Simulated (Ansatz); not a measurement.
**CdS (wurtzite), frozen-phonon scan**

Starting cell, CdS (wurtzite):

```
CELL_PARAMETERS angstrom
      4.19618     0.00000     0.00000
     -2.09809     3.63400     0.00000
      0.00000     0.00000    13.65906
ATOMIC_POSITIONS crystal
  Cd 0.33333 0.66667 0.49958
  Cd 0.33333 0.66667 0.99958
  Cd 0.66667 0.33333 0.24958
  Cd 0.66667 0.33333 0.74958
  S  0.33333 0.66667 0.18782
  S  0.33333 0.66667 0.68782
  S  0.66667 0.33333 0.43782
  S  0.66667 0.33333 0.93782
```

A phonon eigenvector at A = (0.0, 0.0, 0.5) is frozen into this cell: atom i moves by Q times the vector below, so Q is the largest atomic displacement, in Å. The cell is held. It is one choice among 2 degenerate patterns. (q is in reciprocal vectors of the primitive cell; the cell shown is doubled to hold the pattern.)

| atom | x | y | z |
|---|---|---|---|
| Cd1 | 0.000 | 0.000 | 0.459 |
| Cd2 | 0.000 | 0.000 | -0.459 |
| Cd3 | 0.000 | 0.000 | -1.000 |
| Cd4 | 0.000 | 0.000 | 1.000 |
| S5 | 0.000 | 0.000 | -0.647 |
| S6 | 0.000 | 0.000 | 0.647 |
| S7 | 0.000 | 0.000 | -0.459 |
| S8 | 0.000 | 0.000 | 0.459 |

These are PBE (plane waves to 420 eV, PAW, scalar-relativistic; Ansatz, a program for electronic structure) values and carry that method's errors. k mesh 9×9×3 (Γ-centred), Fermi-Dirac smearing 0.05 eV. Energies are smeared free energies. Stress and pressure are positive under compression. CdS was relaxed with its symmetry unable to fall. ΔE is measured from the undisplaced structure.

```tsv
Q (Å)	ΔE (meV/cell)	−dE/dQ from forces (eV/Å)	P (GPa)
-0.280	397	2.834	0.46
-0.233	275	2.361	0.32
-0.187	176	1.889	0.20
-0.140	99	1.417	0.11
-0.093	44	0.944	0.05
-0.047	11	0.472	0.01
0.000	0	0.000	0.00
0.047	11	-0.472	0.01
0.093	44	-0.944	0.05
0.140	99	-1.417	0.11
0.187	176	-1.889	0.20
0.233	275	-2.361	0.32
0.280	397	-2.834	0.46
```

Read from the data:

- Energy at Q = 0.280 Å = 397 meV/cell
- Space group of the distorted cell = P3m1 (No. 156), lowered from P6_3mc
- Symmetry of the curve = even: the same for both signs
- Shape of the curve = a single well with its minimum at or next to zero displacement
- Harmonic wavenumber from the curvature (finite differences) = 94 cm⁻¹
- Wavenumber by perturbation theory (DFPT, on another k mesh) = 94 cm⁻¹

(A displaced cell: forces are minus the slopes of the energy, force constants its curvatures, and phonons follow from these.)
